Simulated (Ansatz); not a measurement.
ScSi:
```yaml
crystal:
  lattice:
    - [3.32165, 0.00000, 0.00000]
    - [0.00000, 3.32165, 0.00000]
    - [0.00000, 0.00000, 3.32165]
  atoms:
    - { symbol: Sc, position: [0.00000, 0.00000, 0.00000] }
    - { symbol: Si, position: [0.50000, 0.50000, 0.50000] }
```

Relaxed with r²SCAN. Special points in fractions of this cell's reciprocal vectors: Γ (0.000, 0.000, 0.000); X (0.000, 0.500, 0.000); M (0.500, 0.500, 0.000); R (0.500, 0.500, 0.500).

Question: List the band energies nearest the Fermi level at these points for DFT-r²SCAN in the program Ansatz with PAW potentials.

Answer: In eV from the Fermi level; about four levels below and three above (degenerate sets whole), none deeper than 8.9 eV; points with the same levels are listed once.

```tsv
k	below	above
Γ	-0.97 -0.97	1.73 1.73 1.73
X	-8.72 -5.95 -0.11 -0.11	0.15 2.99 3.74
M	-7.70 -3.53 -3.53 -1.04	1.40 1.40 3.71
R	-4.72 -4.06 -4.06 -4.06	2.84 2.84 2.84
```

Space group Pm-3m (CsCl type). The cell is a constructed one: a structure type filled with these elements; neither database checked (COD, Materials Project) lists it. Whether it is the stable phase at ambient conditions was not checked. The r²SCAN relaxation kept the symmetry of its start. At this level the phase is mechanically unstable. No spin polarisation was allowed.

Potentials: the earlier of the program's two PAW sets.
